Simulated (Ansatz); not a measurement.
## How the vibrations of ZnPt change with volume

Theory: DFT LDA, scalar-relativistic, plane waves, PAW (Ansatz). Plane waves to 420 eV; Γ-centred k mesh 16×16×12; Fermi-Dirac smearing of 0.15 eV. No spin polarisation. Phonons by linear response, acoustic sum rule imposed.

Relaxed structure:
```cif
data_structure
_symmetry_space_group_name_H-M 'P 1'
_symmetry_Int_Tables_number 1
_cell_length_a 2.8102
_cell_length_b 2.8102
_cell_length_c 3.4431
_cell_angle_alpha 90.000
_cell_angle_beta 90.000
_cell_angle_gamma 90.000
_cell_volume 27.19
loop_
_atom_site_label
_atom_site_type_symbol
_atom_site_fract_x
_atom_site_fract_y
_atom_site_fract_z
_atom_site_occupancy
Zn1 Zn 0.50000 0.50000 0.50000 1
Pt1 Pt 0.00000 0.00000 0.00000 1
```

In a metal, frequencies depend on the k mesh and the smearing, soft modes most. Spin–orbit coupling is left out, which can shift energies with elements as heavy as these.

Cells at 0.98 and 1.02 times the equilibrium volume were relaxed in shape and atoms; γ = −d ln ν / d ln V, modes matched by rank.

Problem. Give the optical frequencies at Γ (cm⁻¹) at the three volumes and the mode Grüneisen parameters.

Solution.
```tsv
0.98 V	V	1.02 V	γ	degeneracy
173	163	154	2.91	2
223	212	200	2.75	1
```

Problem. What pressures hold the two strained cells, and what bulk modulus follows?

Solution. 4.68 GPa at 0.98 V and -4.14 GPa at 1.02 V, so B = −dP/d ln V ≈ 220 GPa.